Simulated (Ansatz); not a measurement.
A geometry of Co away from equilibrium: the start of the relaxation of a relaxed Co cell, doubled along one cell vector, shaken by Gaussian noise of σ = 0.08 Å a coordinate. Level of theory: PBEsol (plane waves to 420 eV, PAW, scalar-relativistic; Ansatz, an electronic-structure program). Γ-centred k-mesh 15×8×15 on the run's cell (coarser than for final values), Fermi–Dirac smearing 0.05 eV.

```xyz
4
Lattice="0.0000 2.0358 4.3097 2.5186 0.0000 8.6194 1.2593 2.0358 0.0000" Properties=species:S:1:pos:R:3:forces:R:3 pbc="T T T" free_energy=-20370.312 pressure_GPa=1.7
Co     1.3493     2.0443     1.0503    0.1812   -0.1079    2.0536
Co     2.7462     2.0864     5.4393   -0.4114    0.2556    0.0606
Co     1.2830     2.0083     7.4145    0.2059   -0.1314   -0.2201
Co     2.5627     2.0029    11.9648    0.0243   -0.0163   -1.8941
```

Positions in Å, forces in eV/Å, free energy of the cell in eV (comparable only within this code, potentials and settings). Largest force: 2.06 eV/Å, on Co1 (atoms numbered as listed); the geometry lies 0.42 eV/atom above the end of its relaxation.

Spin-polarised start, with parallel moments on Co.

Spin state reached: ferromagnetic (net 1.58 μB/atom), from parallel starting moments; other spin orders were not run from this start.

Of the parent cell (Fmmm (No. 69)): it is a generated cell of Co: the first start was made by placing the elements on the sites of a structure type, and the end was not matched to a known phase here, so it may be hypothetical. Known forms of Co include space group No. 194.
